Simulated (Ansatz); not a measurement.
SiGe:
```yaml
crystal:
  lattice:
    - [3.92333, 0.00000, 0.00000]
    - [0.00000, 3.92812, 0.00000]
    - [0.00000, 0.00000, 5.54304]
  atoms:
    - { symbol: Si, position: [0.75000, 0.00000, 0.87998] }
    - { symbol: Si, position: [0.25000, 0.00000, 0.12002] }
    - { symbol: Ge, position: [0.25000, 0.50000, 0.36941] }
    - { symbol: Ge, position: [0.75000, 0.50000, 0.63059] }
```

Relaxed with r²SCAN. Special points in fractions of this cell's reciprocal vectors: Γ (0.000, 0.000, 0.000); X (0.500, 0.000, 0.000); S (0.500, 0.500, 0.000); Y (0.000, 0.500, 0.000); Z (0.000, 0.000, 0.500); U (0.500, 0.000, 0.500); R (0.500, 0.500, 0.500); T (0.000, 0.500, 0.500).

Q: List the band energies nearest the valence-band maximum at these points for r²SCAN in the plane-wave PAW code Ansatz.

A: In eV from the valence-band maximum; about four levels below and three above (degenerate sets whole), none deeper than 8.9 eV; points with the same levels are listed once.

```
k                    below                above
-  -----------------------  -------------------
Γ   -3.19 -0.12 -0.06 0.00       0.80 1.00 2.13
X  -3.99 -3.99 -1.57 -1.57  2.48 2.48 4.89 4.89
S  -3.22 -3.22 -3.09 -3.09  0.60 0.60 1.26 1.26
Y  -4.08 -3.92 -1.84 -1.27       2.14 2.85 4.87
Z  -2.38 -2.16 -2.10 -1.84       0.93 1.46 3.26
U  -1.45 -1.45 -1.42 -1.42  1.11 1.11 3.70 3.70
R  -4.12 -4.12 -4.05 -4.05  4.56 4.56 4.83 4.83
T  -1.77 -1.46 -1.39 -1.08       0.64 1.59 3.34
```

Space group Pmma. The start of the workflow was typed in or built on a structure type; neither database checked (COD, Materials Project) lists it. Whether it is the stable phase at ambient conditions was not checked. Symmetry was held in the r²SCAN relaxation; whether a distortion lowers the energy is not shown. Scalar-relativistic: spin–orbit coupling is off unless named, which matters more the heavier the elements.

Potentials: the later of the program's two PAW sets.
